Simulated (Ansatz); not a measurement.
Input and steps of a relaxation of cell and atoms on an ordered 4-atom cell of Ga2AsN on the rocksalt lattice (R-3m) (the plane-wave code Ansatz, PBE). It starts from a guessed cell.

```yaml
crystal:
  lattice:
    - [1.5873557288, 0.9164602573, 5.1842821012]
    - [-1.5873557288, 0.9164602573, 5.1842821012]
    - [0.0, -1.8329205147, 5.1842821012]
  atoms:
    - { symbol: "N", position: [1.0, 0.0, 0.0] }
    - { symbol: As, position: [0.5, 0.5, 0.5] }
    - { symbol: Ga, position: [0.25, 0.25, 0.25] }
    - { symbol: Ga, position: [0.75, 0.75, 0.75] }
kpoints:
  mp_grid: { grid: [8, 8, 8] }
hamiltonian:
  xc: pbe
scf:
  occupations: { method: fermi_dirac, width: 0.02 }
relax:
  f_tol: 0.005
  cell: {}
```

The trajectory has 17 recorded frames, each with fractional positions and then forces in eV/Å along x, y and z. The last, and any step after a large change of cell, is solved on a basis re-selected at its cell; pressure is positive in compression.

Step 1: energy 0.0 meV/atom from step 1, largest force component 6.773 eV/Å, pressure +57.31 GPa; a = 5.499 Å, b = 5.499 Å, c = 5.499 Å, α = 33.56°, β = 33.56°, γ = 33.56°
```
N  0.0000 0.0000 0.0000     0.000   0.000   0.000
As 0.5000 0.5000 0.5000     0.000   0.000   0.000
Ga 0.2500 0.2500 0.2500     0.000   0.000   6.773
Ga 0.7500 0.7500 0.7500     0.000   0.000  -6.773
```

Step 2: energy -679.4 meV/atom from step 1, largest force component 1.408 eV/Å, pressure +15.99 GPa; a = 5.722 Å, b = 5.722 Å, c = 5.722 Å, α = 33.84°, β = 33.84°, γ = 33.84°
```
N  0.0000 0.0000 0.0000     0.000   0.000   0.000
As 0.5000 0.5000 0.5000     0.000   0.000   0.000
Ga 0.2614 0.2614 0.2614     0.000   0.000   1.408
Ga 0.7386 0.7386 0.7386     0.000   0.000  -1.408
```

Step 3: energy -773.0 meV/atom from step 1, largest force component 0.620 eV/Å, pressure +7.13 GPa; a = 5.962 Å, b = 5.962 Å, c = 5.962 Å, α = 32.50°, β = 32.50°, γ = 32.50°
```
N  0.0000 0.0000 0.0000     0.000   0.000   0.000
As 0.5000 0.5000 0.5000     0.000   0.000   0.000
Ga 0.2642 0.2642 0.2642     0.000   0.000   0.620
Ga 0.7358 0.7358 0.7358     0.000   0.000  -0.620
```

Step 4: energy -806.9 meV/atom from step 1, largest force component 0.193 eV/Å, pressure +1.63 GPa; a = 6.188 Å, b = 6.188 Å, c = 6.188 Å, α = 31.24°, β = 31.24°, γ = 31.24°
```
N  0.0000 0.0000 0.0000     0.000   0.000   0.000
As 0.5000 0.5000 0.5000     0.000   0.000   0.000
Ga 0.2666 0.2666 0.2666     0.000   0.000   0.193
Ga 0.7334 0.7334 0.7334     0.000   0.000  -0.193
```

Step 5: energy -810.7 meV/atom from step 1, largest force component 0.006 eV/Å, pressure +0.05 GPa; a = 6.305 Å, b = 6.305 Å, c = 6.305 Å, α = 30.50°, β = 30.50°, γ = 30.50°
```
N  0.0000 0.0000 0.0000     0.000   0.000   0.000
As 0.5000 0.5000 0.5000     0.000   0.000   0.000
Ga 0.2678 0.2678 0.2678     0.000   0.000   0.006
Ga 0.7322 0.7322 0.7322     0.000   0.000  -0.006
```

Task: Estimate where the relaxation ends.

Result:
Step 6: energy -810.7 meV/atom from step 1, largest force component 0.003 eV/Å, pressure +0.01 GPa; a = 6.309 Å, b = 6.309 Å, c = 6.309 Å, α = 30.47°, β = 30.47°, γ = 30.47°
```
N  0.0000 0.0000 0.0000     0.000   0.000   0.000
As 0.5000 0.5000 0.5000     0.000   0.000   0.000
Ga 0.2679 0.2679 0.2679     0.000   0.000   0.003
Ga 0.7321 0.7321 0.7321     0.000   0.000  -0.003
```

Step 7: energy -830.1 meV/atom from step 1, largest force component 0.008 eV/Å, pressure +1.65 GPa; a = 6.309 Å, b = 6.309 Å, c = 6.309 Å, α = 30.47°, β = 30.47°, γ = 30.47°
```
N  0.0000 0.0000 0.0000     0.000   0.000   0.000
As 0.5000 0.5000 0.5000     0.000   0.000   0.000
Ga 0.2679 0.2679 0.2679     0.000   0.000   0.008
Ga 0.7321 0.7321 0.7321     0.000   0.000  -0.008
```

Step 8: energy -830.6 meV/atom from step 1, largest force component 0.387 eV/Å, pressure +0.32 GPa; a = 6.416 Å, b = 6.416 Å, c = 6.416 Å, α = 29.83°, β = 29.83°, γ = 29.83°
```
N  0.0000 0.0000 0.0000     0.000   0.000   0.000
As 0.5000 0.5000 0.5000     0.000   0.000   0.000
Ga 0.2671 0.2671 0.2671     0.000   0.000   0.387
Ga 0.7329 0.7329 0.7329     0.000   0.000  -0.387
```

Step 9: energy -834.1 meV/atom from step 1, largest force component 0.058 eV/Å, pressure -0.11 GPa; a = 6.473 Å, b = 6.473 Å, c = 6.473 Å, α = 29.54°, β = 29.54°, γ = 29.54°
```
N  0.0000 0.0000 0.0000     0.000   0.000   0.000
As 0.5000 0.5000 0.5000     0.000   0.000   0.000
Ga 0.2689 0.2689 0.2689     0.000   0.000   0.058
Ga 0.7311 0.7311 0.7311     0.000   0.000  -0.058
```

Step 10: energy -834.5 meV/atom from step 1, largest force component 0.004 eV/Å, pressure +0.01 GPa; a = 6.515 Å, b = 6.515 Å, c = 6.515 Å, α = 29.25°, β = 29.25°, γ = 29.25°
```
N  0.0000 0.0000 0.0000     0.000   0.000   0.000
As 0.5000 0.5000 0.5000     0.000   0.000   0.000
Ga 0.2694 0.2694 0.2694     0.000   0.000  -0.004
Ga 0.7306 0.7306 0.7306     0.000   0.000   0.004
```

Step 11: energy -835.1 meV/atom from step 1, largest force component 0.014 eV/Å, pressure +0.17 GPa; a = 6.599 Å, b = 6.599 Å, c = 6.599 Å, α = 28.66°, β = 28.66°, γ = 28.66°
```
N  0.0000 0.0000 0.0000     0.000   0.000   0.000
As 0.5000 0.5000 0.5000     0.000   0.000   0.000
Ga 0.2702 0.2702 0.2702     0.000   0.000  -0.014
Ga 0.7298 0.7298 0.7298     0.000   0.000   0.014
```

Step 12 (rejected): energy -834.9 meV/atom from step 1, largest force component 0.061 eV/Å, pressure +0.23 GPa; a = 6.691 Å, b = 6.691 Å, c = 6.691 Å, α = 28.07°, β = 28.07°, γ = 28.07°
```
N  0.0000 0.0000 0.0000     0.000   0.000   0.000
As 0.5000 0.5000 0.5000     0.000   0.000   0.000
Ga 0.2711 0.2711 0.2711     0.000   0.000  -0.061
Ga 0.7289 0.7289 0.7289     0.000   0.000   0.061
```

Step 13: energy -835.2 meV/atom from step 1, largest force component 0.003 eV/Å, pressure -0.08 GPa; a = 6.645 Å, b = 6.645 Å, c = 6.645 Å, α = 28.40°, β = 28.40°, γ = 28.40°
```
N  0.0000 0.0000 0.0000     0.000   0.000   0.000
As 0.5000 0.5000 0.5000     0.000   0.000   0.000
Ga 0.2705 0.2705 0.2705     0.000   0.000  -0.003
Ga 0.7295 0.7295 0.7295     0.000   0.000   0.003
```

Step 14: energy -835.2 meV/atom from step 1, largest force component 0.001 eV/Å, pressure 0.00 GPa; a = 6.650 Å, b = 6.650 Å, c = 6.650 Å, α = 28.36°, β = 28.36°, γ = 28.36°
```
N  0.0000 0.0000 0.0000     0.000   0.000   0.000
As 0.5000 0.5000 0.5000     0.000   0.000   0.000
Ga 0.2705 0.2705 0.2705     0.000   0.000  -0.001
Ga 0.7295 0.7295 0.7295     0.000   0.000   0.001
```

Step 15: energy -836.2 meV/atom from step 1, largest force component 0.001 eV/Å, pressure +0.03 GPa; a = 6.650 Å, b = 6.650 Å, c = 6.650 Å, α = 28.36°, β = 28.36°, γ = 28.36°
```
N  0.0000 0.0000 0.0000     0.000   0.000   0.000
As 0.5000 0.5000 0.5000     0.000   0.000   0.000
Ga 0.2705 0.2705 0.2705     0.000   0.000   0.001
Ga 0.7295 0.7295 0.7295     0.000   0.000  -0.001
```

Step 16: energy -836.2 meV/atom from step 1, largest force component 0.001 eV/Å, pressure +0.01 GPa; a = 6.665 Å, b = 6.665 Å, c = 6.665 Å, α = 28.26°, β = 28.26°, γ = 28.26°
```
N  0.0000 0.0000 0.0000     0.000   0.000   0.000
As 0.5000 0.5000 0.5000     0.000   0.000   0.000
Ga 0.2707 0.2707 0.2707     0.000   0.000  -0.001
Ga 0.7293 0.7293 0.7293     0.000   0.000   0.001
```

Step 17: energy -836.2 meV/atom from step 1, largest force component 0.001 eV/Å, pressure +0.01 GPa; a = 6.665 Å, b = 6.665 Å, c = 6.665 Å, α = 28.26°, β = 28.26°, γ = 28.26°
```
N  0.0000 0.0000 0.0000     0.000   0.000   0.000
As 0.5000 0.5000 0.5000     0.000   0.000   0.000
Ga 0.2707 0.2707 0.2707     0.000   0.000  -0.001
Ga 0.7293 0.7293 0.7293     0.000   0.000   0.001
```

The walk took 14 steps and changed the volume by +29.6 %. The last SCF, on a fresh basis, lies 836 meV an atom below the first. At the end: the symmetry is R-3m (No. 166, trigonal); a = 3.254 Å, c = 19.184 Å in the conventional setting, 14.66 Å³ an atom. Around N lie 6 Ga at 2.23 Å; around As lie 6 Ga at 2.74 Å; around Ga lie 3 N at 2.23 Å and 3 As at 2.74 Å.

Run as `ansatz run input.yaml --threads 2 --pin off --max-ram 2211MiB --backend cpu --events-out ev --progress --plain --runs-dir out`.

Task: What wall time did it need on 2 threads of Intel(R) Xeon(R) Processor @ 2.50GHz (Skylake/Cascade Lake), on a shared host, and what peak of host memory did it reach?

Result: About 2 min, with a peak of 0.45 GiB.

Simulation only: spin-unpolarised, and no claim that this is the phase found in nature.

Overlapping bands make a metal at that level, for which these meshes are coarse; small forces, stresses and energy differences are uncertain. A small overlap in a semilocal functional can be an artefact that a hybrid or GW lifts.
